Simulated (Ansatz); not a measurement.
The calculation used Ansatz, DFT PBE, scalar-relativistic, plane waves, PAW. All cells share a 420 eV cutoff and Γ-centred k meshes spaced at most about 0.3 Å⁻¹ (2π included). No spin polarisation in the final relaxations.

These are static total energies at zero pressure.

Compare these two cells of SiGeO4, each relaxed at this level.

A.

```cif
data_structure
_symmetry_space_group_name_H-M 'P1'
_symmetry_Int_Tables_number 1
_cell_length_a 5.0959
_cell_length_b 5.1051
_cell_length_c 8.5020
_cell_angle_alpha 91.497
_cell_angle_beta 91.214
_cell_angle_gamma 118.998
_cell_volume 193.24
loop_
_atom_site_label
_atom_site_type_symbol
_atom_site_symmetry_multiplicity
_atom_site_Wyckoff_symbol
_atom_site_fract_x
_atom_site_fract_y
_atom_site_fract_z
_atom_site_occupancy
Si1 Si 1 a 0.70527 0.36703 0.06352 1
Si2 Si 1 a 0.29810 0.63573 0.56258 1
Ge1 Ge 1 a 0.36784 0.69819 0.93788 1
Ge2 Ge 1 a 0.62944 0.29699 0.43640 1
O1 O 1 a 0.48905 0.42964 0.94243 1
O2 O 1 a 0.06032 0.61436 0.05560 1
O3 O 1 a 0.66829 0.03896 0.01294 1
O4 O 1 a 0.60118 0.38690 0.24153 1
O5 O 1 a 0.26900 0.73120 0.74346 1
O6 O 1 a 0.36760 0.91663 0.45124 1
O7 O 1 a 0.98539 0.34793 0.49340 1
O8 O 1 a 0.55852 0.53642 0.55900 1
```

B.

```cif
data_structure
_symmetry_space_group_name_H-M 'P6_3mc'
_symmetry_Int_Tables_number 186
_cell_length_a 5.4661
_cell_length_b 5.4661
_cell_length_c 8.9224
_cell_angle_alpha 90.000
_cell_angle_beta 90.000
_cell_angle_gamma 120.000
_cell_volume 230.87
loop_
_atom_site_label
_atom_site_type_symbol
_atom_site_symmetry_multiplicity
_atom_site_Wyckoff_symbol
_atom_site_fract_x
_atom_site_fract_y
_atom_site_fract_z
_atom_site_occupancy
Si1 Si 2 b 0.33333 0.66667 0.93753 1
Ge1 Ge 2 b 0.66667 0.33333 0.06241 1
O1 O 6 c 0.01142 0.50571 0.99789 1
O2 O 2 b 0.33333 0.66667 0.75638 1
```

**Question.** Which form is favoured at zero pressure, and by what margin per atom?

**Answer.** A is lower, by 61 meV/atom. A has space group P1 (No. 1), 16.1 Å³/atom and a gap of 4.39 eV on its mesh; B has space group P6_3mc (No. 186), 19.2 Å³/atom and a gap of 4.04 eV. The denser one is the lower, and pressure would at first widen the difference. In A, around Si on its first site lie 4 O at 1.63–1.64 Å; around Ge on its first site lie 4 O at 1.75–1.76 Å; O on its first site is surrounded by 1 Si at 1.64 Å and 1 Ge at 1.76 Å; 9 more sites not described. In B, Si has 4 O at 1.62 Å; Ge is surrounded by 4 O at 1.73 Å; around O on a site of symmetry m lie 1 Si at 1.62 Å and 1 Ge at 1.73 Å; 1 more site not described. Both come from invented guesses.

Kohn–Sham gaps at this level usually fall short of measured ones. Cells relaxed within their symmetry can be saddle points. The P1 cell of SiGeO4 came from shaking the P6_3mc one.
